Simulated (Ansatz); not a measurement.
Simulated powder pattern, Ag Kα, λ = 0.560885 Å (kinematic, ideal powder, no thermal factors, no anomalous dispersion; the 30 strongest lines at most, above 1 %, up to 2θ = 30°):

```
2θ (°)  d (Å)  I/Imax (%)
------  -----  ----------
8.75    3.676          10
11.00   2.927         7.8
13.90   2.317         3.2
14.24   2.263         100
15.27   2.111          41
15.64   2.061          76
15.79   2.042         2.8
17.89   1.803          51
21.39   1.511         1.2
22.03   1.468         1.7
23.60   1.371          22
24.09   1.344          20
25.13   1.289          18
26.46   1.225          15
26.83   1.209          14
27.48   1.181         6.6
27.63   1.174          13
```

The pattern belongs to a structure relaxed with LDA (plane waves, PAW; program Ansatz).

The compound is TiSi2.

Q: Give the crystal system and the lattice parameters.

A: orthorhombic, Fddd; a = 4.723 Å, b = 8.122 Å, c = 8.444 Å.

Symmetry was held in the LDA relaxation. No spin polarisation was allowed.

Potentials: the earlier of the program's two PAW sets.
